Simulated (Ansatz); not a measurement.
Rb₂SnRh₆ in Ansatz, relaxation

The input file (Ansatz 0.2.0, plane waves):

```yaml
crystal:
  lattice:
    - [0.0, 4.61104535, 4.61104535]
    - [4.61104535, 0.0, 4.61104535]
    - [4.61104535, 4.61104535, 0.0]
  atoms:
    - { symbol: Rh, position: [0.74535, 0.25465, 0.25465] }
    - { symbol: Rh, position: [0.25465, 0.74535, 0.25465] }
    - { symbol: Rh, position: [0.25465, 0.74535, 0.74535] }
    - { symbol: Rh, position: [0.74535, 0.25465, 0.74535] }
    - { symbol: Rh, position: [0.25465, 0.25465, 0.74535] }
    - { symbol: Rh, position: [0.74535, 0.74535, 0.25465] }
    - { symbol: Sn, position: [0.5, 0.5, 0.5] }
    - { symbol: Rb, position: [0.25, 0.25, 0.25] }
    - { symbol: Rb, position: [0.75, 0.75, 0.75] }
  symmetry: { tolerance: 0.0003 }
kpoints:
  mp_grid: { grid: [7, 7, 7], shift: [0, 0, 0] }
magnetization:
  spin_polarized: false
scf:
  occupations: { method: fermi_dirac }
  lower_state_search: "off"
hamiltonian:
  pseudopotentials: { kind: paw }
  xc: r2scan
basis:
  ecutwfc: 500
  fft_grid_basis: typed
relax:
  max_steps: 40
  cell: { p_target: 0.0 }
output:
  forces: true
  stress: true
  eigenvalues: true
  bader: true
  populations: true
  elf: true
  write_potential: true
  volumetric_format: npy
  dos:
    e_range: [-12, 8]
    de: 0.05
    projected: { site_lists: { Rb: [Rb], Rh: [Rh], Sn: [Sn] } }
  write_density: true
checkpoint:
  read: saved_state
```

Launch command:

```bash
ansatz run input.yaml --threads 2 --pin off --max-ram 3584MiB --backend cpu --events-out ev --progress --plain --runs-dir out
```

Origin of the cell: a known structure type with other elements, at an estimated volume, so it need not be a known compound.

The smearing width isn't typed, so it takes its default of 0.1 eV.

The saved state is a converged single point of the same cell.

Steps («new basis» is an SCF on plane waves selected anew at the same cell):

| step | ΔF (meV/atom) | max force component (eV/Å) | P (GPa) | volume (Å³) | SCF iterations | step was |
| --- | --- | --- | --- | --- | --- | --- |
| 1 | 0.0 | 5.448 | 10.35 | 196.08 | 8 | accepted |
| 2 | -514.2 | 2.925 | -2.48 | 195.52 | 10 | accepted |
| 3 | -829.9 | 1.350 | 2.86 | 177.71 | 9 | accepted |
| 4 | -873.6 | 0.096 | 3.55 | 181.33 | 7 | accepted |
| 5 | -881.3 | 0.169 | -0.68 | 189.59 | 7 | accepted |
| 6 | -881.9 | 0.004 | -0.02 | 188.96 | 5 | accepted |
| 7 | -881.8 | 0.004 | -0.03 | 188.96 | 7 | new basis |

Step 1, with forces in eV/Å:

```xyz
9
Lattice="0.000 4.611 4.611 4.611 0.000 4.611 4.611 4.611 0.000" Properties=species:S:1:pos:R:3:forces:R:3 pbc="T T T" step=1
Rh    2.348    4.611    4.611   -5.448    0.000    0.000
Rh    4.611    2.348    4.611    0.000   -5.448    0.000
Rh    6.874    4.611    4.611    5.448    0.000    0.000
Rh    4.611    6.874    4.611    0.000    5.448    0.000
Rh    4.611    4.611    2.348    0.000    0.000   -5.448
Rh    4.611    4.611    6.874    0.000    0.000    5.448
Sn    4.611    4.611    4.611    0.000    0.000    0.000
Rb    2.306    2.306    2.306    0.000    0.000    0.000
Rb    6.917    6.917    6.917    0.000    0.000    0.000
```

Step 2, with forces in eV/Å:

```xyz
9
Lattice="0.000 4.607 4.607 4.607 0.000 4.607 4.607 4.607 0.000" Properties=species:S:1:pos:R:3:forces:R:3 pbc="T T T" step=2
Rh    2.152    4.607    4.607   -2.925    0.000    0.000
Rh    4.607    2.152    4.607    0.000   -2.925    0.000
Rh    7.062    4.607    4.607    2.925    0.000    0.000
Rh    4.607    7.062    4.607    0.000    2.925    0.000
Rh    4.607    4.607    2.152    0.000    0.000   -2.925
Rh    4.607    4.607    7.062    0.000    0.000    2.925
Sn    4.607    4.607    4.607    0.000    0.000    0.000
Rb    2.303    2.303    2.303    0.000    0.000    0.000
Rb    6.910    6.910    6.910    0.000    0.000    0.000
```

Step 3, with forces in eV/Å:

```xyz
9
Lattice="0.000 4.462 4.462 4.462 0.000 4.462 4.462 4.462 0.000" Properties=species:S:1:pos:R:3:forces:R:3 pbc="T T T" step=3
Rh    1.896    4.462    4.462   -1.350    0.000    0.000
Rh    4.462    1.896    4.462    0.000   -1.350    0.000
Rh    7.029    4.462    4.462    1.350    0.000    0.000
Rh    4.462    7.029    4.462    0.000    1.350    0.000
Rh    4.462    4.462    1.896    0.000    0.000   -1.350
Rh    4.462    4.462    7.029    0.000    0.000    1.350
Sn    4.462    4.462    4.462    0.000    0.000    0.000
Rb    2.231    2.231    2.231    0.000    0.000    0.000
Rb    6.693    6.693    6.693    0.000    0.000    0.000
```

Step 4, with forces in eV/Å:

```xyz
9
Lattice="0.000 4.492 4.492 4.492 0.000 4.492 4.492 4.492 0.000" Properties=species:S:1:pos:R:3:forces:R:3 pbc="T T T" step=4
Rh    1.825    4.492    4.492    0.096    0.000    0.000
Rh    4.492    1.825    4.492    0.000    0.096    0.000
Rh    7.160    4.492    4.492   -0.096    0.000    0.000
Rh    4.492    7.160    4.492    0.000   -0.096    0.000
Rh    4.492    4.492    1.825    0.000    0.000    0.096
Rh    4.492    4.492    7.160    0.000    0.000   -0.096
Sn    4.492    4.492    4.492    0.000    0.000    0.000
Rb    2.246    2.246    2.246    0.000    0.000    0.000
Rb    6.739    6.739    6.739    0.000    0.000    0.000
```

Step 5, with forces in eV/Å:

```xyz
9
Lattice="0.000 4.560 4.560 4.560 0.000 4.560 4.560 4.560 0.000" Properties=species:S:1:pos:R:3:forces:R:3 pbc="T T T" step=5
Rh    1.844    4.560    4.560   -0.169    0.000    0.000
Rh    4.560    1.844    4.560    0.000   -0.169    0.000
Rh    7.275    4.560    4.560    0.169    0.000    0.000
Rh    4.560    7.275    4.560    0.000    0.169    0.000
Rh    4.560    4.560    1.844    0.000    0.000   -0.169
Rh    4.560    4.560    7.275    0.000    0.000    0.169
Sn    4.560    4.560    4.560    0.000    0.000    0.000
Rb    2.280    2.280    2.280    0.000    0.000    0.000
Rb    6.839    6.839    6.839    0.000    0.000    0.000
```

Step 7, with forces in eV/Å:

```xyz
9
Lattice="0.000 4.555 4.555 4.555 0.000 4.555 4.555 4.555 0.000" Properties=species:S:1:pos:R:3:forces:R:3 pbc="T T T" step=7
Rh    1.835    4.555    4.555   -0.004    0.000    0.000
Rh    4.555    1.835    4.555    0.000   -0.004    0.000
Rh    7.274    4.555    4.555    0.004    0.000    0.000
Rh    4.555    7.274    4.555    0.000    0.004    0.000
Rh    4.555    4.555    1.835    0.000    0.000   -0.004
Rh    4.555    4.555    7.274    0.000    0.000    0.004
Sn    4.555    4.555    4.555    0.000    0.000    0.000
Rb    2.277    2.277    2.277    0.000    0.000    0.000
Rb    6.832    6.832    6.832    0.000    0.000    0.000
```

| Property | Result |
| --- | --- |
| Free energy lowered by | 881.8 meV/atom |
| Volume change | -3.63 % |
| Final pressure | -0.03 GPa |
| Relaxation steps listed | 7 |
| Formation energy (elements under the same functional, gases as molecules, uncorrected) | 0.585 eV/atom |

Caveats: no moments, though an odd count or open d shells may carry them; the given cell is far from equilibrium, with atoms too close or a volume far off; the relaxation held the start's symmetry, so the end may be a saddle point.

The run took 2.3 min on 2 threads of Intel(R) Xeon(R) Platinum 8375C CPU @ 2.90GHz (Ice Lake) (shared host), peak memory 1.2 GiB, from a saved density.
